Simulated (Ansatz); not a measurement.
## Sn3Se (Fm-3m), stationary points along a deformation path

Method: DFT PBEsol, scalar-relativistic, plane waves, PAW (Ansatz 0.2.0). Cutoff 420 eV, Γ-centred 12×12×12 k-points, Gaussian smearing of 0.15 eV. No spin polarisation. Energies are free energies at this smearing, counted from the undisturbed cell; pressure is positive in compression.

Reference structure (relaxed at this level; with this scan's settings it stands at 0.1 GPa; it needn't be the usual structure):

```
Sn Se
1.0
     0.00000    3.65819    3.65819
     3.65819    0.00000    3.65819
     3.65819    3.65819    0.00000
Sn Se
3 1
Direct
  0.25000 0.25000 0.25000
  0.75000 0.75000 0.75000
  0.50000 0.50000 0.50000
  0.00000 0.00000 0.00000
```

At fixed volume and fractional coordinates, lengths along (0.577, 0.577, 0.577) are scaled against those across it; ρ is that ratio over its starting value. V = 24.478 Å³/atom. Δσ is the stress along the axis less the mean stress across it (compression positive).

| ρ | ΔE (meV/atom) | Δσ (GPa) | space group |
| --- | --- | --- | --- |
| 0.500 | 4682.3 | 232.72 | R-3m |
| 0.600 | 1716.4 | 103.54 | R-3m |
| 0.710 | 527.0 | 42.39 | R-3m |
| 1.000 | 0.0 | 0.00 | Fm-3m |
| 1.410 | 29.6 | 1.42 | R-3m |
| 2.000 | -46.6 | 0.77 | R-3m |

Problem. How does the stress give the slope of the energy, and where is the energy stationary?

Solution. Along the path d ln(length) is 2/3 d ln ρ on the axis and −1/3 d ln ρ across it, so dE/d ln ρ = −(2/3) V Δσ: the energy falls with ρ where Δσ is positive. Δσ vanishes or changes sign at ρ = 1.000 (Fm-3m), a stationary point at 0.0 meV/atom; between ρ = 1.000 and 1.410, at least one maximum (the energy rises over this step, yet the slope at ρ = 1.410 points the other way). Pairs of stationary points between two samples would go unseen, and could change a minimum read from distant neighbours into a maximum. At ρ = 1.000 the cell is cubic, where symmetry alone makes the stress isotropic and the slope zero.

Problem. Is the start the lowest point of the path?

Solution. No: ρ = 2.000 lies 46.6 meV/atom lower, behind a rise of at least 29.6 meV/atom. Volume and inner coordinates are held, so a relaxed structure there would lie lower still.

Forces appear on the atoms along this scan, and letting them relax would lower the energy and soften the response. In a metal these slopes depend on the k mesh and the smearing.

Cost: 6 runs of about 1.7 core-minutes in all, on Intel Xeon 6975P-C (Granite Rapids) (shared hosts).